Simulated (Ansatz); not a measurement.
A trial cell of Al2GaP3, before relaxation:

```xyz
6
Lattice="5.4910 0.0000 0.0000 -2.7455 4.7553 0.0000 0.0000 0.0000 4.2708" Properties=species:S:1:pos:R:3 pbc="T T T"
Al    0.0000    3.1702    0.0000
Al    2.7455    1.5851    0.0000
Ga    0.0000    0.0000    0.0000
P     2.7455    0.0000    2.1354
P     1.3727    2.3777    2.1354
P    -1.3727    2.3777    2.1354
```

All numbers below come from DFT PBE, scalar-relativistic, plane waves, PAW in Ansatz. Cutoff 420 eV, Gaussian smearing, Γ-centred meshes. Cell and atoms relax on a converged mesh. In metals the finer mesh still leaves noise of several meV/atom or more. The steps can't lower the symmetry of their start. No spin polarisation.

A guess keeps its type if space group and coordination stay and the shape of the cell changes little (axis ratios within about 15 %, angles within 6°); the volume may change.

Question: Does it keep its structure type, or change into something else?

Answer: It keeps its type. The symmetry stays P6/mmm (No. 191). The volume per atom shrinks by 7.5 %, from 18.6 to 17.2 Å³. The shortest distance goes from 2.66 Å (Al–P) to 2.61 Å (Al–P). The ratio c/a of the conventional cell changes by a factor of 1.03. Counting neighbours within 15 % of an atom's shortest distance, the start has Al 6, Ga 18, P 8 and the end Al 6, Ga 18, P 8.

The last run used a 12×12×10 mesh (in the run's order of axes) for its 6-atom cell and Gaussian smearing of 0.10 eV. Symmetry constrained the relaxation, so the result can be a saddle point. Another cell of Al2GaP3 relaxed alike, in P4mm, lies 0.40 eV/atom lower, so this cell isn't the stable form at this level.
